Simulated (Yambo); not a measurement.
Yambo run on SiO2 (space group P6_222, No. 180). The wavefunctions are LDA (pw.x of Quantum ESPRESSO, ONCV potentials, scalar-relativistic) ones on a 3×3×4 mesh (24 occupied bands); a = 5.0611 Å, b = 5.0611 Å, c = 5.5405 Å, α = 90.00°, β = 90.00°, γ = 120.00°.

Yambo input:

```
rim_cut
gw0
dyson
el_el_corr
HF_and_locXC
ppa
em1d
RandQpts= 1000000
RandGvec= 1 Ry
EXXRLvcs= 84 Ry
VXCRLvcs= 336 Ry
Chimod= "HARTREE"
% BndsRnXp
 1 | 227 |
%
NGsBlkXp= 8 Ry
% LongDrXp
 1.0 | 1.0 | 1.0 |
%
PPAPntXp= 40 eV
% GbndRnge
 1 | 227 |
%
GTermKind= "BG"
DysSolver= "n"
ExtendOut
% QPkrange
 1 | 1 | 24 | 25 |
 3 | 3 | 24 | 24 |
%
```

k points by index: 1 = Γ, 3 = A.

Table of the .qp output:

```
#    K-point    Band    Eo [eV]    E [eV]    E-Eo [eV]    Vxc [eV]    Vnlxc [eV]    Sc|Eo [eV]    Sc|E [eV]    dSc/dw|Eo [eV]    Re(Z)    Im(Z)
#
    1    24    -0.193037    -2.076188    -1.883150    -19.76715    -25.73499    3.686180    4.084690    -5.758148    0.825348    -0.925458E-3
    1    25    5.503698    6.787228    1.283530    -10.32304    -5.753305    -3.112042    -3.286205    -3.692158    0.880526    -0.669888E-3
    3    24    0.000000    -1.870238    -1.870238    -19.92528    -25.89257    3.700435    4.097060    -5.770488    0.825040    -0.925121E-3
```
(The two width columns are left out.) Convergence of these settings isn't established.

Geometry of the Materials Project entry, not relaxed at this level.

This is not the ordinary phase of the substance.
